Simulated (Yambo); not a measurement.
A G0W0@PBE run in Yambo for MgO (rock salt, space group Fm-3m, No. 225) (6×6×6 Γ-centred k mesh, bands 2 to 71 and a 14 Ry block in the screening, 71 bands in G with the Bruneval-Gonze terminator, plasmon pole fitted at 27.2 eV) gives these matrix elements, in eV, at the band edges (Γ → Γ):

```tsv
state	E0	<Vxc>	<Σx>	<Σc(E0)>	Z
valence edge	0.000	-20.153	-25.595	3.662	0.804
conduction edge	4.895	-13.562	-9.004	-3.464	0.852
```

**Question.** Solve the linearised quasiparticle equation for both states, give the gap, and say how exchange and correlation each act on it.

**Answer.** E = E0 + Z(Σx + Σc − Vxc). Valence: 0.000 + 0.804 × (-25.595 + (3.662) − (-20.153)) = -1.43 eV. Conduction: 4.895 + 0.852 × (-9.004 + (-3.464) − (-13.562)) = 5.83 eV. The gap is 7.26 eV, against 4.90 eV in PBE. Replacing Vxc by bare exchange alone would open it by 10.00 eV; correlation takes back 7.13 eV of that, and Z scales what is left. Nearest settings tried, and what they do to the gap: 25 bands in W, 25 bands in G: +63 meV; 33 bands in W: -6 meV; 11 Ry block (89 vectors against 137): -79 meV. Not varied: mesh. So the settings aren't converged at that level. 

Geometry of the Materials Project entry, not relaxed at this level; primitive cell a = b = c = 2.9656 Å, α = β = γ = 60.00°.
